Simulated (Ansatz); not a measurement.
Task: Name crystals whose computed values (plane-wave PAW PBEsol (Ansatz code)) fall in these windows: highest Γ mode, no LO–TO term (cm⁻¹) 360 to 490; B₀ by P(V) fit (GPa) 140 to 170; Θ_D (K) 600 to 830.

Result: 

```json
[
 {"crystal": "TiSi2, Fddd (Ti on 8b, Si on 16f)", "highest Γ mode, no LO–TO term (cm⁻¹)": "440", "B₀ by P(V) fit (GPa)": "151", "Θ_D (K)": "739"},
 {"crystal": "TiSi, Pnma (Ti on 4c, Si on 4c)", "highest Γ mode, no LO–TO term (cm⁻¹)": "463", "B₀ by P(V) fit (GPa)": "155", "Θ_D (K)": "661"}
]
```
Others may fit too.

Standing as an ambient phase not checked: TiSi, Pnma (Ti on 4c, Si on 4c). All cells were relaxed under the symmetry of their starts (and spin orders); stability against distortions was not tested throughout. Named crystals with no word on spin ran without spin polarisation.

Potentials: the earlier of the program's two PAW sets. The files were generated under PBE; for other functionals the program regenerates the frozen cores, and for LDA and PBEsol the local potential too.
